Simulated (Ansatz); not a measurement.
All numbers below come from DFT PBE, scalar-relativistic, plane waves, PAW (Ansatz 0.2.0). Settings: cutoff 420 eV, Γ-centred meshes spaced at most about 0.3 Å⁻¹, and about 0.25 Å⁻¹ or finer for metals (2π included), Gaussian smearing. No spin polarisation in the final relaxations.

All energies are static (0 K, no zero-point motion).

Two relaxed structures of Ta3P4:

A.

```
CELL_PARAMETERS angstrom
-1.64084 1.64084 9.81306
1.64084 -1.64084 9.81306
1.64084 1.64084 -9.81306
ATOMIC_POSITIONS crystal
Ta 0.00000 0.00000 0.00000
Ta 0.30088 0.30088 0.00000
Ta 0.69912 0.69912 0.00000
P 0.85101 0.85101 0.00000
P 0.14899 0.14899 0.00000
P 0.56741 0.56741 0.00000
P 0.43259 0.43259 0.00000
```

B.

```
CELL_PARAMETERS angstrom
3.55569 0.00000 0.00000
0.00000 3.55569 0.00000
0.00000 0.00000 9.84856
ATOMIC_POSITIONS crystal
Ta 0.00000 0.00000 0.75668
Ta 0.50000 0.50000 0.50000
Ta 0.00000 0.00000 0.24332
P 0.00000 0.00000 0.50000
P 0.50000 0.50000 0.23214
P 0.00000 0.00000 0.00000
P 0.50000 0.50000 0.76786
```

Question: Which is lower in energy, and by how much?

Answer: A is lower, by 0.31 eV/atom. A has space group I4/mmm (No. 139), 15.1 Å³/atom and no gap on its mesh; B has space group P4/mmm (No. 123), 17.8 Å³/atom and no gap. Counting P atoms around Ta (those within 1.25 times the shortest such distance or 1.15 times the sum of covalent radii; a plus sign parts nearer from farther groups; a slash parts the counts of unlike sites), A has Ta 5+1/8+2 and B has Ta 6. The denser one is the lower, and pressure would at first widen the difference. In A, Ta on a site of symmetry 4/mmm is surrounded by 8 P at 2.67 Å, 2 P at 2.92 Å and 4 Ta at 3.28 Å; Ta on a site of symmetry 4mm is surrounded by 5 P at 2.52–2.58 Å, 1 P at 2.98 Å, 4 Ta at 3.06 Å and 4 Ta at 3.28 Å; P on its first site has 4 Ta at 2.52 Å, 4 P at 2.82 Å, 2 Ta at 2.92–2.98 Å and 4 P at 3.28 Å; 1 more site not described. In B, around Ta on a site of symmetry 4mm lie 6 P at 2.40–2.53 Å; around Ta on a site of symmetry 4/mmm lie 6 P at 2.51–2.64 Å; around P on a site of symmetry 4/mmm lie 6 Ta at 2.51–2.53 Å; 2 more sites not described. Both come from invented guesses.

Spin–orbit coupling, which can matter for Ta, is left out. A magnetic state wasn't ruled out in cells without spin, among them I4/mmm, P4/mmm. Cells relaxed within their symmetry can be saddle points. The I4/mmm cell of Ta3P4 came from shaking the P4/mmm one.
